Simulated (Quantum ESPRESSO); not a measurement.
# Zr3Hf2Mo2W: one run as intended and one with a planted mistake

Simulated, not a measurement. The program is pw.x of Quantum ESPRESSO 7.5 (plane-wave density functional theory). The cell is made up: eight metal atoms on a face-centred cubic lattice, with elements, volume, strain and displacements drawn at random and not relaxed, so it may be unstable or far from any real phase. PseudoDojo standard norm-conserving files set the functional (PBE unless stated); there is no spin polarisation or spin-orbit coupling, the Fermi-Dirac width of 0.25 eV means electrons at about 2900 K, and the masses in the input are unused placeholders. The tin pseudopotential is less sure than most, with forces differing by about three percent from a second method on plain tin. Heavy elements are run without spin-orbit coupling, which real alloys of them have. A spin test at this wide smearing found no moment, but such smearing suppresses magnetism that the real alloy may have.

Intended input:

```
&control calculation='scf', pseudo_dir='./dojo.nc.sr.pbe.v0_5.standard.upf', outdir='./o', disk_io='minimal', tprnfor=.true., tstress=.true. /
&system ibrav=0, nat=8, ntyp=4, nbnd=69, ecutwfc=79.96652505, nosym=.true., tot_charge=0,
 occupations='smearing', smearing='fd', degauss=0.0183746611
/
&electrons conv_thr=1.470e-08, electron_maxstep=70, mixing_beta=0.5 /
ATOMIC_SPECIES
Hf 1.0 Hf.upf
Mo 1.0 Mo.upf
W 1.0 W.upf
Zr 1.0 Zr.upf
CELL_PARAMETERS angstrom
0.0 2.1795 2.1795
-4.359 2.1795 -2.1795
-4.359 -6.5385 6.5385
ATOMIC_POSITIONS angstrom
Zr 0.2384 0.0384 -0.091
Hf -4.3466 -4.6221 4.4166
Hf -4.2533 -2.2572 2.2455
Mo -4.2527 -0.0569 0.1407
Zr -1.9755 -2.1611 4.5287
Zr -2.1609 0.1498 2.0507
Mo -2.1546 1.9811 0.0754
W -6.4687 -2.3391 4.2468
K_POINTS automatic
8 5 3 1 1 1
```

The log is shortened where brackets say so; the opening notice, blank lines, dates and the lines on written files are dropped, and the path of the files is cut. It prints rydbergs, bohrs and kilobars, and counts compression as positive stress. Its total energy is the free energy E - TS of the whole cell.

Log of the intended run:

```
     Program PWSCF v.7.5
     Parallel version (MPI & OpenMP), running on       4 processor cores
     Number of MPI processes:                 4
     Threads/MPI process:                     1
     [start-up lines left out]
     bravais-lattice index     =            0
     lattice parameter (alat)  =       5.8247  a.u.
     unit-cell volume          =    1117.8595 (a.u.)^3
     number of atoms/cell      =            8
     number of atomic types    =            4
     number of electrons       =       102.00
     number of Kohn-Sham states=           69
     kinetic-energy cutoff     =      79.9665  Ry
     charge density cutoff     =     319.8661  Ry
     scf convergence threshold =      1.5E-08
     mixing beta               =       0.5000
     number of iterations used =            8  plain     mixing
     Exchange-correlation= PBE
                           (   1   4   3   4   0   0   0)
     [axes and pseudopotential details left out]
   Cartesian axes
     site n.     atom                  positions (alat units)
         1        Zr     tau(   1) = (   0.0773454   0.0124583  -0.0295236  )
         2        Hf     tau(   2) = (  -1.4101906  -1.4995725   1.4329010  )
         3        Hf     tau(   3) = (  -1.3799207  -0.7323154   0.7285195  )
         4        Mo     tau(   4) = (  -1.3797261  -0.0184604   0.0456480  )
         5        Zr     tau(   5) = (  -0.6409220  -0.7011372   1.4692702  )
         6        Zr     tau(   6) = (  -0.7010723   0.0486004   0.6653195  )
         7        Mo     tau(   7) = (  -0.6990283   0.6427388   0.0244624  )
         8        W      tau(   8) = (  -2.0986748  -0.7588867   1.3778119  )
     number of k points=    60  Fermi-Dirac smearing, width (Ry)=  0.0184
                       cart. coord. in units 2pi/alat
        k(    1) = (  -0.0824958   0.0324091   0.0559793), wk =   0.0333333
        k(    2) = (   0.0353553   0.1502602  -0.0618718), wk =   0.0333333
     [further k points left out]
     Dense  grid:   108127 G-vectors     FFT dimensions: (  36,  60, 120)
     Estimated max dynamical RAM per process >     410.07 MB
     Estimated total dynamical RAM >       1.52 GB
     Initial potential from superposition of free atoms
     starting charge     101.9858, renormalised to     102.0000
     Starting wfcs are   80 randomized atomic wfcs
     total cpu time spent up to now is       12.2 secs
     per-process dynamical memory:   327.6 Mb
     Self-consistent Calculation
     iteration #  1     ecut=    79.97 Ry     beta= 0.50
     Davidson diagonalization with overlap
     ethr =  1.00E-02,  avg # of iterations =  2.6
     total cpu time spent up to now is       39.4 secs
     total energy              =    -960.62258167 Ry
     estimated scf accuracy    <       2.46097729 Ry
     iteration #  2     ecut=    79.97 Ry     beta= 0.50
     Davidson diagonalization with overlap
     ethr =  2.41E-03,  avg # of iterations =  4.8
     total cpu time spent up to now is       75.4 secs
     total energy              =    -958.03978033 Ry
     estimated scf accuracy    <      78.69519448 Ry
     [iterations 3 to 22 left out]
     iteration # 23     ecut=    79.97 Ry     beta= 0.50
     Davidson diagonalization with overlap
     ethr =  2.80E-11,  avg # of iterations =  2.0
     total cpu time spent up to now is      634.6 secs
     total energy              =    -962.06369660 Ry
     estimated scf accuracy    <       0.00000002 Ry
     iteration # 24     ecut=    79.97 Ry     beta= 0.50
     Davidson diagonalization with overlap
     ethr =  1.58E-11,  avg # of iterations =  1.9
     total cpu time spent up to now is      656.2 secs
     End of self-consistent calculation
     [lines on levels left out]
!    total energy              =    -962.06369660 Ry
     estimated scf accuracy    <          6.1E-09 Ry
     smearing contrib. (-TS)   =      -0.17095444 Ry
     internal energy E=F+TS    =    -961.89274215 Ry
     The total energy is F=E-TS. E is the sum of the following terms:
     one-electron contribution =    -190.96521968 Ry
     hartree contribution      =     138.92233018 Ry
     xc contribution           =    -191.29984338 Ry
     ewald contribution        =    -718.55000927 Ry
     convergence has been achieved in  24 iterations
     Forces acting on atoms (cartesian axes, Ry/au):
     atom    1 type  4   force =     0.01951806   -0.04181095    0.04177760
     atom    2 type  1   force =    -0.02703593    0.03320870   -0.03563239
     atom    3 type  1   force =    -0.00413936   -0.01413903    0.02609543
     atom    4 type  2   force =    -0.00750869    0.03223645   -0.02675851
     atom    5 type  4   force =    -0.01203076    0.00546797   -0.01846578
     atom    6 type  4   force =     0.01576536   -0.02318918    0.03175189
     atom    7 type  2   force =    -0.02615096    0.00636915   -0.01638779
     atom    8 type  3   force =     0.04158228    0.00185690   -0.00238046
     Total force =     0.121362     Total SCF correction =     0.000318
     Computing stress (Cartesian axis) and pressure
          total   stress  (Ry/bohr**3)                   (kbar)     P=      -20.89
  -0.00021964  -0.00005974   0.00001184          -32.31       -8.79        1.74
  -0.00005974  -0.00014070   0.00006755           -8.79      -20.70        9.94
   0.00001184   0.00006755  -0.00006563            1.74        9.94       -9.66
     init_run     :     11.39s CPU     11.78s WALL (       1 calls)
     electrons    :    631.76s CPU    644.05s WALL (       1 calls)
     forces       :      4.04s CPU      4.08s WALL (       1 calls)
     stress       :     14.18s CPU     14.48s WALL (       1 calls)
     [timing details left out]
     PWSCF        :  11m 1.77s CPU  11m14.91s WALL
     JOB DONE.
```

A second run has one planted mistake: one atom is of a wrong element. The input lines that differ:

```
- &system ibrav=0, nat=8, ntyp=4, nbnd=69, ecutwfc=79.96652505, nosym=.true., tot_charge=0,
+ &system ibrav=0, nat=8, ntyp=5, nbnd=69, ecutwfc=79.96652505, nosym=.true., tot_charge=0,
+ Sn 1.0 Sn.upf
- Mo -4.2527 -0.0569 0.1407
+ Sn -4.2527 -0.0569 0.1407
```

Its log:

```
     Program PWSCF v.7.5
     Parallel version (MPI & OpenMP), running on       4 processor cores
     Number of MPI processes:                 4
     Threads/MPI process:                     1
     [start-up lines left out]
     bravais-lattice index     =            0
     lattice parameter (alat)  =       5.8247  a.u.
     unit-cell volume          =    1117.8595 (a.u.)^3
     number of atoms/cell      =            8
     number of atomic types    =            5
     number of electrons       =       102.00
     number of Kohn-Sham states=           69
     kinetic-energy cutoff     =      79.9665  Ry
     charge density cutoff     =     319.8661  Ry
     scf convergence threshold =      1.5E-08
     mixing beta               =       0.5000
     number of iterations used =            8  plain     mixing
     Exchange-correlation= PBE
                           (   1   4   3   4   0   0   0)
     [axes and pseudopotential details left out]
   Cartesian axes
     site n.     atom                  positions (alat units)
         1        Zr     tau(   1) = (   0.0773454   0.0124583  -0.0295236  )
         2        Hf     tau(   2) = (  -1.4101906  -1.4995725   1.4329010  )
         3        Hf     tau(   3) = (  -1.3799207  -0.7323154   0.7285195  )
         4        Sn     tau(   4) = (  -1.3797261  -0.0184604   0.0456480  )
         5        Zr     tau(   5) = (  -0.6409220  -0.7011372   1.4692702  )
         6        Zr     tau(   6) = (  -0.7010723   0.0486004   0.6653195  )
         7        Mo     tau(   7) = (  -0.6990283   0.6427388   0.0244624  )
         8        W      tau(   8) = (  -2.0986748  -0.7588867   1.3778119  )
     number of k points=    60  Fermi-Dirac smearing, width (Ry)=  0.0184
                       cart. coord. in units 2pi/alat
        k(    1) = (  -0.0824958   0.0324091   0.0559793), wk =   0.0333333
        k(    2) = (   0.0353553   0.1502602  -0.0618718), wk =   0.0333333
     [further k points left out]
     Dense  grid:   108127 G-vectors     FFT dimensions: (  36,  60, 120)
     Estimated max dynamical RAM per process >     416.81 MB
     Estimated total dynamical RAM >       1.55 GB
     Initial potential from superposition of free atoms
     starting charge     101.9857, renormalised to     102.0000
     Starting wfcs are   79 randomized atomic wfcs
     total cpu time spent up to now is       12.4 secs
     per-process dynamical memory:   329.8 Mb
     Self-consistent Calculation
     iteration #  1     ecut=    79.97 Ry     beta= 0.50
     Davidson diagonalization with overlap
     ethr =  1.00E-02,  avg # of iterations =  2.3
     total cpu time spent up to now is       38.6 secs
     total energy              =    -978.27662768 Ry
     estimated scf accuracy    <       1.60888968 Ry
     iteration #  2     ecut=    79.97 Ry     beta= 0.50
     Davidson diagonalization with overlap
     ethr =  1.58E-03,  avg # of iterations =  4.2
     total cpu time spent up to now is       70.3 secs
     total energy              =    -976.90668614 Ry
     estimated scf accuracy    <      42.76404033 Ry
     [iterations 3 to 17 left out]
     iteration # 18     ecut=    79.97 Ry     beta= 0.50
     Davidson diagonalization with overlap
     ethr =  9.45E-11,  avg # of iterations =  5.4
     total cpu time spent up to now is      469.7 secs
     total energy              =    -979.21257983 Ry
     estimated scf accuracy    <       0.00000014 Ry
     iteration # 19     ecut=    79.97 Ry     beta= 0.50
     Davidson diagonalization with overlap
     ethr =  9.45E-11,  avg # of iterations =  1.0
     total cpu time spent up to now is      491.2 secs
     End of self-consistent calculation
     [lines on levels left out]
!    total energy              =    -979.21257983 Ry
     estimated scf accuracy    <          6.8E-09 Ry
     smearing contrib. (-TS)   =      -0.14735832 Ry
     internal energy E=F+TS    =    -979.06522151 Ry
     The total energy is F=E-TS. E is the sum of the following terms:
     one-electron contribution =    -190.09677608 Ry
     hartree contribution      =     144.74926097 Ry
     xc contribution           =    -215.16769713 Ry
     ewald contribution        =    -718.55000927 Ry
     convergence has been achieved in  19 iterations
     Forces acting on atoms (cartesian axes, Ry/au):
     atom    1 type  5   force =     0.02135801   -0.03983432    0.04325036
     atom    2 type  1   force =    -0.02780083    0.03662345   -0.03857139
     atom    3 type  1   force =    -0.01524380   -0.01808146    0.03260328
     atom    4 type  3   force =    -0.03363086    0.05056014   -0.05746928
     atom    5 type  5   force =    -0.02745059   -0.01536787   -0.00433717
     atom    6 type  5   force =     0.05716737   -0.03970817    0.05234993
     atom    7 type  2   force =    -0.01075939    0.01921075   -0.02222634
     atom    8 type  4   force =     0.03636009    0.00659748   -0.00559939
     Total force =     0.164613     Total SCF correction =     0.000399
     Computing stress (Cartesian axis) and pressure
          total   stress  (Ry/bohr**3)                   (kbar)     P=       26.71
   0.00014626   0.00001750   0.00003943           21.52        2.58        5.80
   0.00001750   0.00018590   0.00005179            2.58       27.35        7.62
   0.00003943   0.00005179   0.00021265            5.80        7.62       31.28
     init_run     :     11.43s CPU     11.85s WALL (       1 calls)
     electrons    :    469.21s CPU    478.81s WALL (       1 calls)
     forces       :      4.00s CPU      4.04s WALL (       1 calls)
     stress       :     13.70s CPU     13.99s WALL (       1 calls)
     [timing details left out]
     PWSCF        :   8m18.95s CPU   8m29.41s WALL
     JOB DONE.
```

|  | intended run | run with the mistake |
| --- | --- | --- |
| free energy (eV) | -13089.543 | -13322.866 |
| entropy term -TS, part of it (eV) | -2.326 | -2.005 |
| pressure (GPa) | -2.09 | 2.67 |
| size of the largest force component (eV/Å) | 1.075 | 1.478 |
| largest change of a force component (eV/Å) |  | 1.064 |
| iterations | 24 | 19 |

For scale, a rerun of the intended cell at a higher cutoff and on a denser mesh moved values by no more than 0.004 eV in energy, 0.02 GPa in stress and 0.004 eV/Å in force, and a second program with other atomic files agreed on that cell to 2 % rms in force and 0.5 GPa in pressure. Files of another functional or element have another zero of energy, so the energy change says nothing on stability.